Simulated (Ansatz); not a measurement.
SrAlO2F:
```yaml
crystal:
  lattice:
    - [3.77584, 0.00000, 0.00000]
    - [0.00000, 3.77584, 0.00000]
    - [0.00000, 0.00000, 3.81236]
  atoms:
    - { symbol: Sr, position: [0.50000, 0.50000, 0.50000] }
    - { symbol: Al, position: [0.00000, 0.00000, 0.00000] }
    - { symbol: O, position: [0.50000, 0.00000, 0.00000] }
    - { symbol: O, position: [0.00000, 0.50000, 0.00000] }
    - { symbol: F, position: [0.00000, 0.00000, 0.50000] }
```

Relaxed with PBEsol. PBEsol (plane waves, PAW; program Ansatz) gives a gap of 3.53 eV.

Q: What gap does HSE06 give on the same cell (Ansatz, PAW)?

A: 5.39 eV, 1.86 eV more. The hybrid was solved on a coarser mesh and at special points; the gap given is the minimum over both.

| k | v1 PBEsol | c1 PBEsol | v1 HSE06 | c1 HSE06 |
|---|---|---|---|---|
| Γ | -0.89 | 3.53 | -0.92 | 5.39 |
| Z | -1.27 | 6.19 | -1.29 | 8.14 |
| M | -0.12 | 6.36 | ? | ? |
| A | 0.00 | 4.40 | ? | ? |
| R | -1.87 | 7.02 | ? | ? |
| X | -1.95 | 5.58 | ? | ? |

Q: Top valence (v1) and lowest conduction level (c1) in eV from each method's valence maximum (which need not be a listed point): supply the withheld HSE06 values.

A: 
- M, v1 HSE06: -0.12
- M, c1 HSE06: 8.34
- R, v1 HSE06: -1.98
- R, c1 HSE06: 8.97
- A, v1 HSE06: 0.00
- A, c1 HSE06: 6.29
- X, v1 HSE06: -2.06
- X, c1 HSE06: 7.44

Cost on shared cores: the PBEsol run (SCF on a 7×7×7 mesh, then bands and DOS) roughly 50 core-seconds, the HSE06 run (SCF on 4×4×4, then a few points) very roughly 100 core-seconds; the tasks are unlike.

Space group P4/mmm. The start of the workflow was typed in or built on a structure type; neither database checked (COD, Materials Project) lists it. Whether it is the stable phase at ambient conditions was not checked. The PBEsol relaxation kept the symmetry of its start; its stability against distortions is not shown here. Scalar-relativistic: spin–orbit coupling is off unless named, which matters more the heavier the elements.

Potentials: the earlier of the program's two PAW sets. The files were generated under PBE; for other functionals the program regenerates the frozen cores, and for LDA and PBEsol the local potential too.
